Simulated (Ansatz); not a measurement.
# Data sheet: BP (DFT)

BP:
```xyz
6
Lattice="3.2765 0.0000 0.0000 -1.6382 2.8375 0.0000 0.0000 0.0000 7.0048" Properties=species:S:1:pos:R:3 pbc="T T T"
B     -0.8191     1.4188     2.3349
B      0.8191     1.4188     4.6698
B      1.6382     0.0000     0.0000
P     -0.8191     1.4188     5.8373
P      0.8191     1.4188     1.1675
P      1.6382     0.0000     3.5024
```

Space group P6_422 (No. 181); conventional cell a = b = 3.2765 Å, c = 7.0048 Å, α = β = 90.00°, γ = 120.00°.

Method: the program Ansatz at the r²SCAN level (PAW). Geometry: relaxed at this level of theory. Other levels are named where they apply.

Cell and energy:

Volume per atom: 10.85 Å³
Density: 3.20 g/cm³
Formation energy from the elements (no fitted shifts): 0.066 eV/atom

Electronic structure:

- Band gap = 0.23 eV (indirect)
- Valence-band maximum = at Γ
- Conduction-band minimum = at M (3 equivalent valleys)
- Smallest direct gap on the standard path = 2.65 eV
- Electron effective mass = 0.18, 0.27, 0.31 mₑ (principal values)
- Hole effective mass = 0.33, 0.42, 0.42 mₑ (principal values)
- HSE06 gap on the r²SCAN cell = 0.62 eV

Mechanics:

- Bulk modulus (Birch–Murnaghan fit): 1770 kbar
- Pressure derivative B′: 3.9
- Elastic constants (relaxed ions, GPa): C11 = 434, C12 = 43.2, C13 = 61.6, C33 = 393, C44 = 212
- Mechanical stability: stable (all eigenvalues of C positive)
- Hill bulk and shear moduli: 177 and 196 GPa
- Young's modulus: 430 GPa
- Poisson's ratio: 0.10
- Debye temperature from the elastic constants: 1150 K

Charges:

- Bader charges = B +0.48, P -0.48 e

The start of the workflow was typed in or built on a structure type; neither database checked (COD, Materials Project) lists it. It is not the phase usual at ambient conditions (space group No. 216). Symmetry was held in the r²SCAN relaxation; whether a distortion lowers the energy is not shown. The references are the lowest solids computed at this level, not always the standard phases.

Potentials: the earlier of the program's two PAW sets.
